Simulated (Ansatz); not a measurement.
BaSi:
```
CELL_PARAMETERS angstrom
      2.46965    -5.96998     0.00000
      2.46965     5.96998     0.00000
      0.00000     0.00000     4.07473
ATOMIC_POSITIONS crystal
  Ba 0.85859 0.14141 0.75000
  Ba 0.14141 0.85859 0.25000
  Si 0.55789 0.44211 0.75000
  Si 0.44211 0.55789 0.25000
```

Relaxed with PBEsol. Special points in fractions of this cell's reciprocal vectors: Γ (0.000, 0.000, 0.000); Y (-0.500, 0.500, 0.000); C0 (-0.293, 0.707, 0.000); Σ0 (0.293, 0.293, 0.000); Z (0.000, 0.000, 0.500); A0 (0.293, 0.293, 0.500); E0 (-0.293, 0.707, 0.500); T (-0.500, 0.500, 0.500); S (0.000, 0.500, 0.000); R (0.000, 0.500, 0.500).

Task: List the band energies nearest the Fermi level at these points for plane-wave PAW PBEsol (Ansatz code).

Result: In eV from the Fermi level; about four levels below and three above (degenerate sets whole), none deeper than 8.9 eV; points with the same levels are listed once.

```csv
k,below,above
Γ,-1.96 -1.79 -1.56 -0.77,1.28 1.46 2.13
Y,-1.89 -1.29 -0.40 -0.26,1.78 1.85 2.18
C0,-2.68 -2.18 -1.10 -0.92,0.78 0.84 1.81
Z,-2.22 -2.22 -1.68 -1.68,0.23 0.23 3.05 3.05
A0,-2.48 -2.48 -0.96 -0.96,0.97 0.97 2.57 2.57
T,-2.41 -2.41 -1.28 -1.28,0.74 0.74 1.46 1.46
S,-2.77 -2.17 -1.30 -0.80,0.86 1.17 1.56
R,-2.30 -2.30 -1.08 -1.08,0.91 0.91 3.29 3.29
```

Space group Cmcm. The workflow started from an entry of the Crystallography Open Database (COD). Whether it is the stable phase at ambient conditions was not checked. Symmetry was held in the PBEsol relaxation; whether a distortion lowers the energy is not shown. Spin–orbit coupling is left out wherever it is not named.

Potentials: the later of the program's two PAW sets.
